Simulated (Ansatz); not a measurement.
HfGa2:
```xyz
12
Lattice="-2.0150 2.0150 12.6944 2.0150 -2.0150 12.6944 2.0150 2.0150 -12.6944" Properties=species:S:1:pos:R:3 pbc="T T T"
Hf     2.0150     0.0000     8.2589
Hf     0.0000     0.0000    14.6061
Hf     0.0000     0.0000    10.7826
Hf     2.0150     0.0000     4.4354
Ga     0.0000     2.0150     0.0184
Ga     0.0000     0.0000    19.0599
Ga     0.0000     0.0000     6.3288
Ga     0.0000     2.0150    12.6760
Ga     0.0000     2.0150     4.0999
Ga     0.0000     0.0000    23.1415
Ga     0.0000     0.0000     2.2472
Ga     0.0000     2.0150     8.5944
```

Relaxed with r²SCAN. Special points in fractions of this cell's reciprocal vectors: Γ (0.000, 0.000, 0.000); X (0.000, 0.000, 0.500); P (0.250, 0.250, 0.250); N (0.000, 0.500, 0.000); M (0.500, 0.500, -0.500); S (0.256, 0.744, -0.256); S0 (-0.256, 0.256, 0.256); R (-0.013, 0.013, 0.500); G (0.500, 0.500, -0.013).

**Question.** List the band energies nearest the Fermi level at these points for the program Ansatz at the r²SCAN level (PAW).

**Answer.** In eV from the Fermi level; about four levels below and three above (degenerate sets whole), none deeper than 8.9 eV; points with the same levels are listed once.

```tsv
k	below	above
Γ	-1.11 -1.11 -1.05 -1.05 -0.55	0.30 1.09 1.33
X	-1.28 -1.28 -1.03 -1.03	1.47 1.47 2.42 2.42
P	-1.52 -1.52 -0.92 -0.92	1.46 1.46 2.42 2.42
N	-1.01 -0.44 -0.43 -0.18	0.49 1.23 1.42
M	-1.12 -1.12 -1.04 -1.04	1.38 1.38 1.61 1.61
S	-0.98 -0.59 -0.28 -0.14	0.38 1.16 1.60
R	-1.29 -1.29 -1.00 -1.00	1.47 1.47 2.40 2.40
```

Space group I4_1/amd. The workflow started from a Materials Project entry (that database holds measured and hypothetical structures alike); the Crystallography Open Database files this formula in space group No. 141, but the cells were not matched. Its standing as an ambient phase is unchecked. Symmetry was held in the r²SCAN relaxation; whether a distortion lowers the energy is not shown. No spin polarisation was allowed. Spin–orbit coupling is left out wherever it is not named.

Potentials: the later of the program's two PAW sets.
